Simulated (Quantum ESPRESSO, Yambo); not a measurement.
BP (wurtzite, space group P6_3mc, No. 186) under isotropic strain (on all lattice vectors), counted from the cell relaxed with PBEsol, atoms relaxed at each step. norm-conserving PBEsol (Quantum ESPRESSO, 76 Ry, no spin-orbit coupling); G0W0 in Yambo (6×6×4 Γ-centred k mesh, 84 bands and a 8 Ry block in the screening, 84 bands in G with the Bruneval-Gonze terminator, plasmon pole fitted at 27.2 eV).

```
strain s (%)  PBEsol direct gap at Γ (eV)  G0W0 direct gap at Γ (eV)
------------  ---------------------------  -------------------------
-3                                      ?                          ?
-1.5                                2.701                      3.505
-0.7                                2.697                      3.513
0                                   2.689                      3.532
+1                                  2.684                      3.539
+2                                  2.682                      3.549
```

Problem. Fit a parabola in s to each column by least squares and predict the withheld row.

Solution. PBEsol: E = 2.690 − 0.0063 s + 0.0011 s² (largest residual 2 meV), giving 2.719 eV at s = -3; the run gave 2.723 eV, a miss of 4 meV. G0W0: E = 3.528 + 0.0138 s − 0.0016 s² (largest residual 5 meV), giving 3.472 eV at s = -3; the run gave 3.497 eV, a miss of 25 meV. The withheld row lies outside the fitted range, so this is an extrapolation. The GW settings are held fixed; their convergence isn't established. The screening block changes size along the series (123 vectors at -3 %, 123 vectors at -1.5 %, 135 vectors at -0.7 %, 147 vectors at +0 %, 147 vectors at +1 %, 147 vectors at +2 %), which puts steps into the G0W0 values. 

This is not the ordinary phase of the substance; no match was found in the copy of COD used, and its stability was not checked.
